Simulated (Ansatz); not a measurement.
## ZnSnN$_{2}$: computed property card

ZnSnN₂:
```
ZnSnN2
1.0
    5.84663     0.00000     0.00000
    0.00000     6.73288     0.00000
    0.00000     0.00000     5.47400
Zn Sn N
4 4 8
Direct
  0.58267   0.87497   0.99880
  0.41733   0.12503   0.49880
  0.91733   0.37497   0.49880
  0.08267   0.62503   0.99880
  0.58805   0.37508   0.99923
  0.41195   0.62492   0.49923
  0.91195   0.87508   0.49923
  0.08805   0.12492   0.99923
  0.58252   0.37439   0.37827
  0.41748   0.62561   0.87827
  0.91748   0.87439   0.87827
  0.08252   0.12561   0.37827
  0.57996   0.87569   0.37369
  0.42004   0.12431   0.87369
  0.92004   0.37569   0.87369
  0.07996   0.62431   0.37369
```

Space group Pna2_1 (No. 33); conventional cell a = 5.847 Å, b = 6.733 Å, c = 5.474 Å, α = β = γ = 90.00°.

Method: DFT-r²SCAN in the program Ansatz with PAW potentials. The cell and atoms are relaxed at this level. Other levels are named where they apply.

### Cell and energy

```
Quantity                                                       Result
-----------------------------------------------------  --------------
Volume per atom                                              13.47 Å³
Density                                                    6.54 g/cm³
Formation energy from the elements (no fitted shifts)  -0.080 eV/atom
```

### Electronic structure

```
Quantity                                                                          Value
------------------------------------------------  -------------------------------------
Band gap                                                               0.53 eV (direct)
Valence-band maximum                                                               at Γ
Conduction-band minimum                                                            at Γ
Electron effective mass                                            0.068 mₑ (isotropic)
Electron effective mass with spin–orbit coupling                   0.068 mₑ (isotropic)
Hole effective mass                               0.070, 2.1, 2.2 mₑ (principal values)
Hole effective mass with spin–orbit coupling      0.073, 1.1, 1.8 mₑ (principal values)
HSE06 gap on the r²SCAN cell                                                    1.34 eV
Gap with spin–orbit coupling                                                    0.53 eV
```

### Mechanics

```
Property                                                                                                                                                      Value
-----------------------------------------------------------  ------------------------------------------------------------------------------------------------------
Bulk modulus (Birch–Murnaghan fit)                                                                                                                          151 GPa
Pressure derivative B′                                                                                                                                          4.5
Elastic constants (relaxed ions, GPa)                        C11 = 259, C22 = 247, C33 = 277, C12 = 112, C13 = 89.7, C23 = 87.4, C44 = 62.2, C55 = 59.5, C66 = 69.9
Mechanical stability                                                                                                         stable (all eigenvalues of C positive)
Hill bulk and shear moduli                                                                                                                         151 and 70.3 GPa
Young's modulus                                                                                                                                             183 GPa
Poisson's ratio                                                                                                                                                0.30
Debye temperature from the elastic constants                                                                                                                  458 K
Piezoelectric stress constants (proper, relaxed ions, C/m²)                                          e15 = -0.35, e24 = -0.32, e31 = -0.47, e32 = -0.50, e33 = 0.92
```

### Phonons

```
Property                                                             Value
--------------------------------------------------  ----------------------
Highest zone-centre frequency (without LO–TO term)               667 cm^-1
Zone-centre stability                               no imaginary mode at Γ
```

### Charges

```
Quantity                                        Value
-------------  --------------------------------------
Bader charges  Zn +1.12, Sn +2.01, N -1.57 to -1.56 e
```

Symmetry was held in the r²SCAN relaxation. Signs of piezoelectric constants follow the polarity of the cell as given. The references are the lowest solids computed at this level, not always the standard phases (solids in place of the gases). Spin–orbit coupling is left out wherever it is not named.

Potentials: the later of the program's two PAW sets.
